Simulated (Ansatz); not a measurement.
This guess for ZrZnN is about to be relaxed.

Space group P4/nmm:1 (No. 129). a = 3.007 Å, b = 3.007 Å, c = 7.612 Å, α = 90.00°, β = 90.00°, γ = 90.00°
```csv
atom,site,symmetry,x,y,z
Zr,2c,4mm,0.0000,0.5000,0.3350
Zn,2c,4mm,0.0000,0.5000,0.9000
N,2c,4mm,0.0000,0.5000,0.6170
```

Computed with DFT PBE, scalar-relativistic, plane waves, PAW in Ansatz 0.2.0. Cutoff 420 eV, Gaussian smearing, Γ-centred meshes. Cell and atoms relax first on a coarse mesh and then on a finer one. In between, the cell is made exact in the group found at 0.06 Å. In metals the finer mesh still leaves noise of several meV/atom or more. The steps can't lower the symmetry of their start. No spin polarisation in the relaxation; trial moments died out in a coarse test.

A guess keeps its type if space group and coordination stay and the shape of the cell changes little (axis ratios within about 15 %, angles within 6°); the volume may change.

Q: Does this structure survive the relaxation?

A: It keeps its type. The symmetry stays P4/nmm (No. 129). The volume per atom grows by 15.9 %, from 11.5 to 13.3 Å³. The shortest distance goes from 2.15 Å (Zr–N) to 2.09 Å (Zn–N). The ratio c/a of the conventional cell changes by a factor of 0.91. Counting neighbours within 15 % of an atom's shortest distance, the start has N 6, Zn 1, Zr 5 and the end N 6, Zn 1, Zr 5.

The last run used a 12×12×6 mesh (in the run's order of axes) for its 6-atom cell and Gaussian smearing of 0.10 eV. A structure relaxed within its symmetry needn't be a true minimum.
